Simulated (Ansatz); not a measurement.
# simple cubic against fcc along group 15

All numbers below come from DFT, r2SCAN, plane waves (500 eV) with PAW, scalar-relativistic (Ansatz). The PAW files were generated under PBE, with cores re-solved for the functional.

Each structure is relaxed within its symmetry, in the lowest magnetic state of the tried starts. Differences under about 8 meV lie within the error of the k-point mesh.

| element | E(simple cubic) − E(fcc) (meV/atom) | V(simple cubic) (Å³/atom) | V(fcc) (Å³/atom) | state of simple cubic | state of fcc |
| --- | --- | --- | --- | --- | --- |
| P | -960 | 14.37 | 14.64 | spin not included | spin not included |
| As | -595 | 19.86 | 19.11 | spin not included | spin not included |
| Sb | -413 | 29.30 | 27.18 | spin not included | spin not included |
| Bi | -235 | 34.40 | 31.40 | spin not included | spin not included |
